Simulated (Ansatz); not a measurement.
# How long does this Ansatz run take?

```yaml
crystal:
  lattice:
    - [5.157, 0.0, 0.0]
    - [0.0, 9.191, 0.0]
    - [0.0, 0.0, 5.463]
  atoms:
    - { symbol: Ti, position: [0.1372, 0.1289, 0.9008] }
    - { symbol: Ti, position: [0.6372, 0.3711, 0.0992] }
    - { symbol: Ti, position: [0.8628, 0.6289, 0.5992] }
    - { symbol: Ti, position: [0.3628, 0.8711, 0.4008] }
    - { symbol: Ti, position: [0.8628, 0.8711, 0.0992] }
    - { symbol: Ti, position: [0.3628, 0.6289, 0.9008] }
    - { symbol: Ti, position: [0.1372, 0.3711, 0.4008] }
    - { symbol: Ti, position: [0.6372, 0.1289, 0.5992] }
    - { symbol: O, position: [0.8162, 0.0098, 0.851] }
    - { symbol: O, position: [0.3162, 0.4902, 0.149] }
    - { symbol: O, position: [0.1838, 0.5098, 0.649] }
    - { symbol: O, position: [0.6838, 0.9902, 0.351] }
    - { symbol: O, position: [0.1838, 0.9902, 0.149] }
    - { symbol: O, position: [0.6838, 0.5098, 0.851] }
    - { symbol: O, position: [0.8162, 0.4902, 0.351] }
    - { symbol: O, position: [0.3162, 0.0098, 0.649] }
    - { symbol: O, position: [0.4638, 0.2312, 0.8884] }
    - { symbol: O, position: [0.9638, 0.2688, 0.1116] }
    - { symbol: O, position: [0.5362, 0.7312, 0.6116] }
    - { symbol: O, position: [0.0362, 0.7688, 0.3884] }
    - { symbol: O, position: [0.5362, 0.7688, 0.1116] }
    - { symbol: O, position: [0.0362, 0.7312, 0.8884] }
    - { symbol: O, position: [0.4638, 0.2688, 0.3884] }
    - { symbol: O, position: [0.9638, 0.2312, 0.6116] }
kpoints:
  mp_grid: { grid: [4, 3, 4] }
scf:
  occupations: { method: fermi_dirac, width: 0.02 }
hamiltonian:
  xc: pbe
  pseudopotentials: { kind: paw, frozen_core: stored }
output:
  forces: true
  stress: true
  populations: true
  efg: { quadrupole_moments_barn: { Ti: 0.247, O: -0.02558 } }
```

```sh
ansatz run input.yaml --threads 1 --pin off --max-ram 3072MiB --backend cpu --events-out ev --progress --plain --runs-dir out
```

It runs on 1 thread of AMD EPYC 9R45 (Zen 5) (x86_64; 16 cores open to the job, memory cap 3.0 GiB, no GPU), a shared host with a load of 0.2 a core.

Q: Estimate the wall time and the peak memory.

A: About 14 s of wall time (14 s of CPU time) and 0.82 GiB. The run holds 192 valence electrons in 120 bands, about 5077 plane waves a k-point and 18 irreducible k-points, and took 8 SCF iterations. Times on a shared host vary by tens of per cent.
